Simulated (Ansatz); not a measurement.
# Fe2O3: experiment and calculation

**The experiment to reproduce.**

“Quantitative measurement of cooperative binding in partially dissociated water dimers at the hematite R-cut surface”, 2024, arxiv:2406.18264 quotes, for a bulk crystal of Fe2O3: lattice constant a 5.038 Å.

“The Relationship between the Structural Characteristics of α-Fe2O3 Catalysts and Their Lattice Oxygen Reactivity Regarding Hydrogen”, 2023, pmc:10304495 quotes, for a powder of Fe2O3: lattice constant c 13.7438 ± 0.0001 Å.

How close the calculation comes is told below.

Theory: DFT PBE+U, scalar-relativistic, plane waves, PAW (Ansatz).

Plane waves to 420 eV, a k mesh through Γ of 6×6×6 on the computed 10-atom cell and Gaussian smearing (0.02 eV); U_eff Fe 5.30 eV on the d shells (Löwdin-orthogonalised atomic orbitals); collinear spin from starting moments 4.39 4.39 4.39 4.39 0.41 0.41 0.41 0.41 0.41 0.41 μB.

Relaxed structure, symmetry kept:

```cif
data_structure
_symmetry_space_group_name_H-M 'R-3c:H'
_symmetry_Int_Tables_number 167
_cell_length_a 5.1752
_cell_length_b 5.1752
_cell_length_c 13.9442
_cell_angle_alpha 90.000
_cell_angle_beta 90.000
_cell_angle_gamma 120.000
_cell_volume 323.42
loop_
_atom_site_label
_atom_site_type_symbol
_atom_site_symmetry_multiplicity
_atom_site_Wyckoff_symbol
_atom_site_fract_x
_atom_site_fract_y
_atom_site_fract_z
_atom_site_occupancy
Fe1 Fe 12 c 0.00000 0.00000 0.85473 1
O1 O 18 e 0.69734 0.69734 0.75000 1
```

- Space group: R-3c (No. 167)
- Volume per atom: 10.78 Å³
- Kohn–Sham band gap: 1.48 eV, indirect from Γ to (0.354, -0.323, 0.323) (the valley at S0 lies within 0.03 eV, so the order isn't resolved)
- Löwdin character of the top 1 eV of the valence band: O 2p 89 %, Fe 3d 10 %
- Löwdin character of the lowest 1 eV of the conduction band: Fe 3d 91 %
- Electron masses at the edge by Cartesian direction of the computed cell, whose vectors are (4.482, -2.588, -0.001), (4.482, 2.588, -0.001), (-2.987, 0.000, 4.649) Å (m_e; degenerate bands sorted by energy; no spin-orbit coupling): x: 1.8; y: 2.5; z: 2.8
- Hole masses at the edge by Cartesian direction of the computed cell, whose vectors are (4.482, -2.588, -0.001), (4.482, 2.588, -0.001), (-2.987, 0.000, 4.649) Å (m_e; degenerate bands sorted by energy; no spin-orbit coupling): x: 1.1, 1.1; y: 2.8, 0.68; z: 2.8, 2.8
- Bader charges (e): Fe (4 in the cell) 1.88, O (6 in the cell) -1.25
- Total moment: 20.00 μB per cell
- Site moments (μB; atoms counted from 1 over the whole cell): Fe (atom 1) 3.99, Fe (atom 2) 3.99, Fe (atom 3) 3.99, Fe (atom 4) 3.99, O (atom 5) 0.37, O (atom 6) 0.37, O (atom 7) 0.37, O (atom 8) 0.37, O (atom 9) 0.37, O (atom 10) 0.37

The state reached may not be the lowest one. The run saw a state lower than the one given here.

Only this magnetic start was tried.

Against the measured lattice constant a of Fe2O3, 5.038 Å (quoted in the paper above), the calculated 5.175 Å is off by +2.7 %. 2 values of this kind are on record (5.0351 to 5.038 Å); this one was drawn at random. 1 more, off the median of the measured values, is set aside. A measured lattice constant c of Fe2O3 is 13.7438 Å (powder; quoted in the paper above); the calculated 13.944 Å misses it by +1.5 %. 3 values of this kind are on record (13.7438 to 13.77 Å); this one was drawn at random among those near their median, those with a stated uncertainty first. The calculation is for 0 K without zero-point motion. The calculated magnetic order may not be the real one, and cell, gap and energy hang on it, so these differences aren't the functional's alone.

Cost: 3 runs of about 13 core-minutes in all, on Arm Neoverse V1 (shared hosts).